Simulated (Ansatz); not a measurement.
# NiPt5 (P-3m1) at 3 levels of theory

One geometry, relaxed with PBE; plane waves with PAW potentials in Ansatz, scalar-relativistic unless the row names spin-orbit coupling. Collinear spin, ending at 1.7 μB a primitive cell. Gaps are the least over mesh and band path; pressure is positive in compression.

```yaml
crystal:
  lattice:
    - [2.77220, 0.00000, 0.00000]
    - [-1.38610, 2.40079, 0.00000]
    - [0.00000, 0.00000, 13.51530]
  atoms:
    - { symbol: Ni, position: [0.00000, 0.00000, 0.00000] }
    - { symbol: Pt, position: [0.33333, 0.66667, 0.84814] }
    - { symbol: Pt, position: [0.66667, 0.33333, 0.15186] }
    - { symbol: Pt, position: [0.66667, 0.33333, 0.67337] }
    - { symbol: Pt, position: [0.00000, 0.00000, 0.50000] }
    - { symbol: Pt, position: [0.33333, 0.66667, 0.32663] }
```

```csv
level,cutoff (eV),k mesh,gap (eV),pressure (GPa),largest moment (μB)
PBE,420,18×18×4,0,0.0,0.86
```

What comes out on the same cell with r2SCAN, PBE with spin-orbit coupling?

```
                       level  cutoff (eV)   k mesh  gap (eV)  pressure (GPa)  largest moment (μB)
                      r2SCAN          500  18×18×4         0            -4.7                 1.13
PBE with spin-orbit coupling          420  18×18×4         0             0.1                 0.76
```

The state reached may not be the lowest one. Spin-orbit coupling matters for the bands of heavy elements and enters only rows that name it.

The structure comes from a generated guess; another structure or a mixture of phases may lie lower.
